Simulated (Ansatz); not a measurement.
The relaxed structure here is a generated cell of CdAu: the first start was made by a random draw of sites in a space group, and the end was not matched to a known phase here, so it may be hypothetical.

One starting cell of CdAu (a randomly generated symmetric cell of CdAu (space group No. 194)) was relaxed twice with Ansatz (plane waves, PAW, scalar-relativistic): with PBEsol at 420 eV and with PBE at 420 eV. The PBEsol result:

```xyz
8
Lattice="4.5116 0.0000 0.0000 -2.2558 3.9072 0.0000 0.0000 0.0000 11.3307" Properties=species:S:1:pos:R:3 pbc="T T T"
Au     0.0000     2.6048     5.3429
Au     2.2558     1.3024    11.0082
Au     2.2558     1.3024     5.9878
Au     0.0000     2.6048     0.3225
Cd     0.0000     0.0000     9.8602
Cd     0.0000     0.0000     4.1948
Cd     0.0000     0.0000     1.4705
Cd     0.0000     0.0000     7.1358
```

```tsv
quantity	PBEsol	PBE
space group	P6₃/mmc	P6₃/mmc
volume (Å³/atom)	24.97	[?]
a (Å)	4.512	[?]
c (Å)	11.331	[?]
gap (eV, no spin-orbit coupling)	0.00	[?]
```

Q: What does PBE give for the same quantities?

A: 
- volume (Å³/atom), PBE: 26.96
- a (Å), PBE: 4.643
- c (Å), PBE: 11.554
- gap (eV, no spin-orbit coupling), PBE: 0.00

Both levels end in the same structure; PBE's volume is 8.0 % larger. Neither column is exact.

No spin polarisation in the result.

The run could not lose the symmetry of its start: the end is stationary, and may be a saddle point rather than a minimum.

Ansatz is a first-principles code.
